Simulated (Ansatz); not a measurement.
Mn (diamond, Fd-3m) under volume change, DFT-r²SCAN in the program Ansatz with PAW potentials, scaled uniformly.

```json
[
 {"V (Å³/atom)": "19.287", "E − E(relaxed) (meV/atom)": "16.1", "P (GPa)": "2.97"},
 {"V (Å³/atom)": "19.922", "E − E(relaxed) (meV/atom)": "[?]", "P (GPa)": "[?]"},
 {"V (Å³/atom)": "20.558", "E − E(relaxed) (meV/atom)": "1.5", "P (GPa)": "0.82"},
 {"V (Å³/atom)": "21.194", "E − E(relaxed) (meV/atom)": "0.0", "P (GPa)": "-0.01"},
 {"V (Å³/atom)": "21.830", "E − E(relaxed) (meV/atom)": "[?]", "P (GPa)": "[?]"},
 {"V (Å³/atom)": "22.466", "E − E(relaxed) (meV/atom)": "5.5", "P (GPa)": "-1.31"},
 {"V (Å³/atom)": "23.102", "E − E(relaxed) (meV/atom)": "11.7", "P (GPa)": "-1.82"}
]
```

Q: Some entries are withheld; supply them.

A: 
- 19.922, E − E(relaxed) (meV/atom): 6.7
- 19.922, P (GPa): 1.80
- 21.830, E − E(relaxed) (meV/atom): 1.5
- 21.830, P (GPa): -0.71

Q: What does a third-order Birch–Murnaghan fit give for V₀, B₀ and B′?

A: V₀ = 21.18 Å³/atom, B₀ = 25.5 GPa, B′ = 4.6.

The start of the workflow was typed in or built on a structure type; neither database checked (COD, Materials Project) lists it. It is not the phase usual at ambient conditions (space group No. 217). The cell was relaxed with r²SCAN under the symmetry of its start, as lowered by the spin order; whether a distortion lowers the energy is not shown. The final state is antiferromagnetic, chosen from 4 collinear starts compared on coarse meshes (ties went to the first, and starts can fall back to one state), not a proven ground state. Other orbital occupations within this spin state were not tried.

Potentials: the later of the program's two PAW sets.
